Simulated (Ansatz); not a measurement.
ScSi2:
```cif
data_ScSi2
_chemical_formula_sum 'Sc1 Si2'
_space_group_name_H-M_alt 'P6/mmm'
_space_group_IT_number 191
_space_group_name_Hall '-P 6 2'
_cell_length_a 4.03354
_cell_length_b 4.03354
_cell_length_c 3.61557
_cell_angle_alpha 90.000
_cell_angle_beta 90.000
_cell_angle_gamma 120.000
loop_
_atom_site_label
_atom_site_type_symbol
_atom_site_symmetry_multiplicity
_atom_site_Wyckoff_symbol
_atom_site_fract_x
_atom_site_fract_y
_atom_site_fract_z
_atom_site_occupancy
Sc1 Sc 1 a 0.00000 0.00000 0.00000 1
Si1 Si 2 d 0.33333 0.66667 0.50000 1
```

Relaxed at zero pressure with PBE (plane waves, PAW; program Ansatz).

**Question.** The volume is lowered by 9 % and shape and atoms relax at that volume. What pressure results, and how do the axes share the change?

**Answer.** 10.3 GPa; a -2.1 %, b -2.1 %, c -5.0 %; the energy rises by 45 meV/atom.

**Question.** Give the new structure.

**Answer.** 
Space group P6/mmm (No. 191); a = 3.9473 Å, b = 3.9473 Å, c = 3.4355 Å, α = 90.00°, β = 90.00°, γ = 120.00°

```
atom  site  symmetry       x       y       z
----  ----  --------  ------  ------  ------
Sc      1a     6/mmm  0.0000  0.0000  0.0000
Si      2d      -6m2  0.3333  0.6667  0.5000
```

The phase is kept; no other phase was compared at this pressure.

The workflow started from an entry of the Crystallography Open Database (COD). Whether it is the stable phase at ambient conditions was not checked. Symmetry was held in the PBE relaxation; whether a distortion lowers the energy is not shown. No spin polarisation was allowed.

Potentials: the later of the program's two PAW sets.
